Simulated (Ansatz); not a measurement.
Mn₃RhN:
```yaml
crystal:
  lattice:
    - [3.70561, 0.00000, 0.00000]
    - [0.00000, 3.70561, 0.00000]
    - [0.00000, 0.00000, 3.70561]
  atoms:
    - { symbol: Rh, position: [0.00000, 0.00000, 0.00000] }
    - { symbol: Mn, position: [0.00000, 0.50000, 0.50000] }
    - { symbol: Mn, position: [0.50000, 0.00000, 0.50000] }
    - { symbol: Mn, position: [0.50000, 0.50000, 0.00000] }
    - { symbol: N, position: [0.50000, 0.50000, 0.50000] }
```

Relaxed with PBEsol. Special points in fractions of this cell's reciprocal vectors: Γ (0.000, 0.000, 0.000); X (0.000, 0.500, 0.000); M (0.500, 0.500, 0.000); R (0.500, 0.500, 0.500).

Q: List the band energies nearest the Fermi level at these points for PBEsol with spin–orbit coupling in the plane-wave PAW code Ansatz.

A: In eV from the Fermi level; about four levels below and three above (degenerate sets whole), none deeper than 8.9 eV; points with the same levels are listed once.

```
k                    below                above
-  -----------------------  -------------------
Γ  -0.51 -0.51 -0.51 -0.51  0.59 0.59 0.59 0.59
X  -0.44 -0.44 -0.38 -0.38  0.11 0.11 0.40 0.40
M  -0.52 -0.52 -0.30 -0.30  0.01 0.01 1.05 1.05
R  -0.01 -0.01 -0.01 -0.01  0.39 0.39 0.39 0.39
```

Space group Pm-3m (anti-perovskite). The workflow started from an entry of the Crystallography Open Database (COD). Whether it is the stable phase at ambient conditions was not checked. The cell was relaxed with PBEsol under the symmetry of its start; its stability against distortions is not shown here. The workflow began spin-polarised and lost its moments. The volume moved by -17 % from the start of the relaxation. The volume fell by over 15 % from the filed cell, which may lack light atoms or belong to other conditions.

Potentials: the later of the program's two PAW sets.
